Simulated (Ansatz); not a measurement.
The guess for ReSb₂ was made by a generator: ordered vacancies on the cation sites of zinc blende (P-4m2, No. 115) (occupants of the shared sites, in ratio, Re: 1, vacant: 1). Its size is a rough estimate.

```cif
data_structure
_symmetry_space_group_name_H-M 'P 1'
_symmetry_Int_Tables_number 1
_cell_length_a 4.5144
_cell_length_b 4.5144
_cell_length_c 6.3843
_cell_angle_alpha 90.000
_cell_angle_beta 90.000
_cell_angle_gamma 90.000
_cell_volume 130.11
loop_
_atom_site_label
_atom_site_type_symbol
_atom_site_fract_x
_atom_site_fract_y
_atom_site_fract_z
_atom_site_occupancy
Re1 Re 0.00000 0.00000 0.00000 1
Sb1 Sb 0.50000 0.00000 0.25000 1
Sb2 Sb 0.00000 0.50000 0.75000 1
```

Computed with DFT PBE, scalar-relativistic, plane waves, PAW in Ansatz. Cutoff 420 eV, Gaussian smearing, Γ-centred meshes. Cell and atoms relax first on a coarse mesh and then on a finer one. In between, the cell is made exact in the group found at 0.06 Å. In metals the finer mesh still leaves noise of several meV/atom or more. The steps can't lower the symmetry of their start. No spin polarisation in the relaxation; trial moments died out in a coarse test.

A guess keeps its type if space group and coordination stay and the shape of the cell changes little (axis ratios within about 15 %, angles within 6°); the volume may change.

Question: Does this structure survive the relaxation?

Answer: It doesn't keep its type. The symmetry stays P-4m2 (No. 115). The volume per atom shrinks by 41.6 %, from 43.4 to 25.3 Å³. The shortest distance goes from 2.76 Å (Re–Sb) to 2.74 Å (Re–Sb). The ratio c/a of the conventional cell changes by a factor of 2.00. Counting neighbours within 15 % of an atom's shortest distance, the start has Re 4, Sb 2 and the end Re 8, Sb 6. In detail, at the end Re has 4 Sb at 2.74 Å and 4 Re at 3.00 Å; Sb has 2 Re at 2.74 Å and 4 Sb at 3.00 Å.

```cif
data_structure
_symmetry_space_group_name_H-M 'P 1'
_symmetry_Int_Tables_number 1
_cell_length_a 2.9953
_cell_length_b 2.9953
_cell_length_c 8.4659
_cell_angle_alpha 90.000
_cell_angle_beta 90.000
_cell_angle_gamma 90.000
_cell_volume 75.96
loop_
_atom_site_label
_atom_site_type_symbol
_atom_site_fract_x
_atom_site_fract_y
_atom_site_fract_z
_atom_site_occupancy
Re1 Re 0.00000 0.00000 0.00000 1
Sb1 Sb 0.50000 0.00000 0.27165 1
Sb2 Sb 0.00000 0.50000 0.72835 1
```

The zero of energy is the elements' standard structures at the same level; no fitted shifts are applied.

Question: At what energy does it end?

Answer: +0.74 eV/atom. It can't be a ground state, since the elements alone are lower.

The last run used a 16×16×6 mesh (in the run's order of axes) for its 3-atom cell and Gaussian smearing of 0.10 eV. Weakly bound directions are ill-defined at this level, which has no dispersion term. Spin–orbit coupling, which can matter for Re and Sb, is left out. A structure relaxed within its symmetry needn't be a true minimum.
